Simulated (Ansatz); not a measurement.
**What a strained InSe layer does to its nuclei**

Cell: a COD entry, ions relaxed with PBE at fixed cell.

```xyz
8
Lattice="4.0500 0.0000 0.0000 -2.0250 3.5074 0.0000 0.0000 0.0000 16.9300" Properties=species:S:1:pos:R:3 pbc="T T T"
In    0.0000    2.3383    2.8322
In    2.0250    1.1691   11.2972
In    0.0000    2.3383    5.6328
In    2.0250    1.1691   14.0978
Se    0.0000    2.3383   10.0191
Se    2.0250    1.1691    1.5541
Se    0.0000    2.3383   15.3759
Se    2.0250    1.1691    6.9109
```

Atoms are numbered from 1 in the order listed; like atoms form one site, named after its first atom.

All values are calculated (Ansatz; DFT, PBE, plane waves and PAW, scalar-relativistic, 420 eV cutoff, Γ-centred 13×13×3 k-points, Fermi–Dirac smearing 0.05 eV), not measured.

The cell is stretched along z (the third Cartesian axis of the run's cell), x and y held, and the ions relax again each time.

| strain along z (%) | In: V along z (10²¹ V/m²) | Se: V along z (10²¹ V/m²) |
| --- | --- | --- |
| -3 | -10.97 | -7.26 |
| -2 | -10.90 | -7.17 |
| -1 | -10.88 | -7.12 |
| 0 | -10.80 | -7.06 |
| +1 | -10.78 | -6.98 |
| +2 | ? | ? |
| +3 | -10.70 | -6.92 |

Problem. Estimate the row at +2 % from the others.

Solution. In: -10.72; Se: -6.92. Worked for In: a straight line through the other 6 rows has a slope of 0.044 × 10²¹ V/m² per per cent of strain and gives -10.73 at +2 %, against -10.72 from the run; over all rows the step per per cent runs from 0.072 at the compressed end to 0.026 at the stretched end, so the response isn't a straight line. For ¹¹⁵In that is 0.82 MHz of C_Q per per cent. Worked for Se: a straight line through the other 6 rows has a slope of 0.056 × 10²¹ V/m² per per cent of strain and gives -6.96 at +2 %, against -6.92 from the run; over all rows the step per per cent runs from 0.091 at the compressed end to -0.004 at the stretched end, so the response isn't a straight line.

Without spin–orbit coupling (the program notes it for In) the gradients can shift somewhat, as the gap is small. With a gap of 0.4 eV under a smearing of 0.05 eV the band edges are partly filled, so small gradients can hang on the smearing and the k-mesh.
